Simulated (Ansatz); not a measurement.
Relaxation of a relaxed Be cell, doubled along one cell vector, shaken by Gaussian noise of σ = 0.08 Å a coordinate; 6 atoms in the cell, which starts as P1 (No. 1), aP6; a = 2.1979 Å, b = 3.5686 Å, c = 6.1811 Å, α = β = γ = 90.00°. Calculation: PBE (plane waves to 420 eV, PAW, scalar-relativistic; Ansatz, an electronic-structure program). Γ-centred k-mesh 6×11×15 on the run's cell (coarser than for final values), Fermi–Dirac smearing 0.05 eV. This is the first round of the run. 

The optimiser's lines from the output (shortened; P is positive under compression):

```
relax step   1: F+E_penalty+E_count = -555.26633267 eV  Δ(F+E_penalty+E_count) = +0.000e0 eV  max|allowed force component| = 1.003e0 eV/Å  Δτ_max = 0.0000 Å  P = +1.220 GPa  Ω = 48.481 Å³  (6 SCF iters, dr2 threshold 1.00e-7 eV, accepted)
relax step   2: F+E_penalty+E_count = -555.55986900 eV  Δ(F+E_penalty+E_count) = -2.935e-1 eV  max|allowed force component| = 6.613e-1 eV/Å  Δτ_max = 0.1052 Å  P = +0.891 GPa  Ω = 47.881 Å³  (5 SCF iters, dr2 threshold 6.00e-7 eV, accepted)
relax step   3: F+E_penalty+E_count = -555.88347922 eV  Δ(F+E_penalty+E_count) = -3.236e-1 eV  max|allowed force component| = 4.560e-1 eV/Å  Δτ_max = 0.2000 Å  P = +0.385 GPa  Ω = 47.487 Å³  (5 SCF iters, dr2 threshold 6.00e-7 eV, accepted)
relax step   4: F+E_penalty+E_count = -556.31000911 eV  Δ(F+E_penalty+E_count) = -4.265e-1 eV  max|allowed force component| = 3.344e-1 eV/Å  Δτ_max = 0.2000 Å  P = -0.219 GPa  Ω = 47.797 Å³  (5 SCF iters, dr2 threshold 6.00e-7 eV, accepted)
relax step   5: F+E_penalty+E_count = -556.55906660 eV  Δ(F+E_penalty+E_count) = -2.491e-1 eV  max|allowed force component| = 1.854e-1 eV/Å  Δτ_max = 0.1327 Å  P = -1.083 GPa  Ω = 47.907 Å³  (5 SCF iters, dr2 threshold 6.00e-7 eV, accepted)
relax step   6: F+E_penalty+E_count = -556.58635079 eV  Δ(F+E_penalty+E_count) = -2.728e-2 eV  max|allowed force component| = 2.551e-2 eV/Å  Δτ_max = 0.0524 Å  P = -0.657 GPa  Ω = 47.672 Å³  (5 SCF iters, dr2 threshold 6.00e-7 eV, accepted)
relax step   7: F+E_penalty+E_count = -556.58712262 eV  Δ(F+E_penalty+E_count) = -7.718e-4 eV  max|allowed force component| = 1.773e-3 eV/Å  Δτ_max = 0.0033 Å  P = -0.211 GPa  Ω = 47.495 Å³  (3 SCF iters, dr2 threshold 6.00e-7 eV, accepted)
relax step   8: F+E_penalty+E_count = -556.58719552 eV  Δ(F+E_penalty+E_count) = -7.290e-5 eV  max|allowed force component| = 3.531e-4 eV/Å  Δτ_max = 0.0004 Å  P = +0.009 GPa  Ω = 47.410 Å³  (3 SCF iters, dr2 threshold 1.30e-7 eV, accepted)
relax step   9: F+E_penalty+E_count = -556.58814786 eV  Δ(F+E_penalty+E_count) = -9.523e-4 eV  max|allowed force component| = 4.611e-4 eV/Å  Δτ_max = 0.0000 Å  P = +0.033 GPa  Ω = 47.410 Å³  stress off target by 8.14e-2 GPa  SCF on the basis re-selected at this cell (its energy is not comparable with the rows above)  (5 SCF iters)
relax step  10: F+E_penalty+E_count = -556.58814796 eV  Δ(F+E_penalty+E_count) = -1.014e-7 eV  max|allowed force component| = 7.110e-5 eV/Å  Δτ_max = 0.0000 Å  P = +0.001 GPa  Ω = 47.423 Å³  (3 SCF iters, dr2 threshold 1.66e-8 eV, accepted)
relax step  11: F+E_penalty+E_count = -556.58815047 eV  Δ(F+E_penalty+E_count) = -2.510e-6 eV  max|allowed force component| = 7.190e-5 eV/Å  Δτ_max = 0.0000 Å  P = +0.001 GPa  Ω = 47.423 Å³  stress off target by 6.26e-3 GPa  SCF on the basis re-selected at this cell (its energy is not comparable with the rows above)  (4 SCF iters)
```

From the first to the last row the energy changes by -0.22 eV/atom and the volume by -2.2 %. The last row is marked as not comparable with the walk above it, whose basis was carried along; it does compare with step 1, since both stand on a basis selected at the nominal cutoff for their own cell.

Later rounds, restarted from the end of this one on a renewed k-mesh, logged 4 more steps and released under 0.01 eV/atom more. The final structure after all rounds: P6₃/mmc (No. 194), hP2, hcp (Mg type); a = 2.2644 Å, b = 2.2644 Å, c = 3.5608 Å, α = 90.00°, β = 90.00°, γ = 120.00°. Between re-selections the logged energies stand on a plane-wave basis carried along with the cell. No spin polarisation in the result.

Of the parent cell (P6/mmm (No. 191)): it is a generated cell of Be: the first start was made by placing the elements on the sites of a structure type, and the end was not matched to a known phase here, so it may be hypothetical. Known forms of Be include space group No. 194.
